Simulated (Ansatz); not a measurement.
**Ir: from a starting cell to a relaxed one**

The start is a generated cell, Ir built in the dhcp structure type. Cell shape, volume and atoms are optimised at zero target pressure with PBEsol (plane waves to 420 eV, PAW, scalar-relativistic; Ansatz, an electronic-structure program). The first steps use a coarse 14×14×4 k-mesh.

Input geometry:
```yaml
crystal:
  lattice:
    - [2.72886, 0.00000, 0.00000]
    - [-1.36443, 2.36326, 0.00000]
    - [0.00000, 0.00000, 8.78012]
  atoms:
    - { symbol: Ir, position: [0.00000, 0.00000, 0.00000] }
    - { symbol: Ir, position: [0.00000, 0.00000, 0.50000] }
    - { symbol: Ir, position: [0.33333, 0.66667, 0.25000] }
    - { symbol: Ir, position: [0.66667, 0.33333, 0.75000] }
```

* **Outcome**: The space group stays P6₃/mmc (No. 194) (the run could not lower it); the end is AFLOW prototype A_hP4_194_ac (A3', as in La), with 4 atoms in the primitive cell
* **Energy released**: under 0.01 eV/atom
* **Volume change**: -0.6 %, from 14.16 to 14.08 Å³/atom
* **Band gap at the end**: no gap (metallic)
* **Optimiser moves**: 6

It ends as:

```cif
data_Ir4
_chemical_formula_sum 'Ir4'
_space_group_name_H-M_alt 'P63/mmc'
_space_group_IT_number 194
_space_group_name_Hall '-P 6c 2c'
_cell_length_a 2.70970
_cell_length_b 2.70970
_cell_length_c 8.85530
_cell_angle_alpha 90.000
_cell_angle_beta 90.000
_cell_angle_gamma 120.000
loop_
_atom_site_label
_atom_site_type_symbol
_atom_site_symmetry_multiplicity
_atom_site_Wyckoff_symbol
_atom_site_fract_x
_atom_site_fract_y
_atom_site_fract_z
_atom_site_occupancy
Ir1 Ir 2 a 0.00000 0.00000 0.00000 1
Ir2 Ir 2 c 0.33333 0.66667 0.25000 1
```

Final values are on a 20×20×6 k-mesh of the relaxed cell. No spin polarisation in the result.

The run could not lose the symmetry of its start; a randomly shaken copy of 8 atoms returns to this structure.

All atoms sit on sites fixed by symmetry, so only the cell could relax.

The relaxed structure here is a generated cell of Ir: the first start was made by placing the elements on the sites of a structure type, and the end was not matched to a known phase here, so it may be hypothetical. Known forms of Ir include space group No. 225.
